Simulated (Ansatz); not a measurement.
Rh:
```
CELL_PARAMETERS angstrom
      2.70283     0.00000     0.00000
     -1.35141     2.34072     0.00000
      0.00000     0.00000     4.35148
ATOMIC_POSITIONS crystal
  Rh 0.66667 0.33333 0.75000
  Rh 0.33333 0.66667 0.25000
```

Relaxed with r²SCAN.

Question: Map the electron localisation function on the plane through (0.667, 0.333, 0.750) spanned by u = [1, 1, 0] and v = [1, -1, 0] in lattice vectors, from DFT-r²SCAN in the program Ansatz with PAW potentials.

Answer: x is the fraction of u, y of v (the angle between them is 90°; rows are the nearest grid lines); atoms in the plane: Rh at (0.00, 0.00), Rh at (0.50, 0.50).
```
|99997310101379999|
|99986300100368999|
|99874100000147899|
|77642000100024677|
|43210000100001234|
|00000000000000000|
|00000000000000000|
|00000012221000000|
|00001346664310000|
|00003678987630000|
|00025899999852000|
|00036899999863000|
|10136899999863101|
|10025899999852001|
|00013678887631000|
|10001345654310001|
|00000011211000000|
|00000000000000000|
|00000000000000000|
|44310000000001344|
|87642000000024678|
|99874100000147899|
|99986300000368999|
|99997310101379999|
```
Scale: ten equal steps from 0.205 (start of '0') to 0.773 (end of '9'), in the order '0123456789'; x runs from 0.000 to 1.00, y from 0.000 (bottom) to 1.00 (top).

The density is the valence pseudo-density with augmentation charge, so density and ELF within about 1 Å of a nucleus are not all-electron values.

Space group P6_3/mmc (hcp (Mg type)). The workflow started from a Materials Project entry (that database holds measured and hypothetical structures alike); the Crystallography Open Database copy checked does not list it. It is not the phase usual at ambient conditions (space group No. 225). The r²SCAN relaxation kept the symmetry of its start; whether a distortion lowers the energy is not shown. The run is not spin-polarised.

Potentials: the later of the program's two PAW sets.
